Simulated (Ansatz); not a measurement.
Al (fcc type), DFT, PBEsol, all-electron LAPW, scalar-relativistic (Ansatz 0.2.0), on 1 thread of Intel(R) Xeon(R) 6975P-C (Granite Rapids) (shared host).

Command: `ansatz run input.yaml --threads 1 --pin off --max-ram 2048MiB --backend cpu --events-out ev --progress --plain --runs-dir out`

```yaml
crystal:
  lattice:
    - [0.0, 1.7302643858, 1.7302643858]
    - [1.7302643858, 0.0, 1.7302643858]
    - [1.7302643858, 1.7302643858, 0.0]
  atoms:
    - { symbol: Al, position: [0.0, 0.0, 0.0] }
kpoints:
  mp_grid: { grid: [18, 18, 18] }
scf:
  occupations: { method: fermi_dirac, width: 0.08 }
hamiltonian:
  xc: pbesol
  pseudopotentials: { kind: all_electron, lapw: { basis_error: 0.001 } }
output:
  forces: true
  stress: true
  eigenvalues: true
  populations: true
```

(1) How large is the problem that the program sets up?

(2) About how long does it take?

Results:

(1) 195 irreducible k-points, 65 plane waves at Γ, 10 bands.

(2) 3.5 s of wall time for 5 SCF iterations. Times on shared machines scatter by tens of per cent.
